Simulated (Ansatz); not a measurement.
# AlOs (Pm-3m): the size of the finite step

```yaml
crystal:
  lattice:
    - [2.99751, 0.00000, 0.00000]
    - [0.00000, 2.99751, 0.00000]
    - [0.00000, 0.00000, 2.99751]
  atoms:
    - { symbol: Al, position: [0.00000, 0.00000, 0.00000] }
    - { symbol: Os, position: [0.50000, 0.50000, 0.50000] }
```

Unless marked otherwise, the numbers come from r²SCAN, PAW on Ansatz 0.2.0's default frozen-core files (fitted under PBE), scalar-relativistic. k mesh 14×14×14, strains of ±0.003, Fermi-Dirac smearing of 0.100 eV, cutoff 500 eV. The cell was relaxed by PAW under this functional. This phase needn't be the one found at ambient conditions.

(1) Elastic constants come from stresses at strains of ±0.003 (two-point stencil): C11 = 383.8, C12 = 189.2, C44 = 162.6 GPa. What does an amplitude of 0.04 give?

Answers

(1) C11 = 389.0, C12 = 191.2, C44 = 162.0 GPa. A large step picks up anharmonic terms.

Known limits: frozen-core PAW files fitted under PBE, their cores solved anew for the functional of the run; responses of metals move with mesh and smearing; no spin-orbit coupling on heavy atoms.
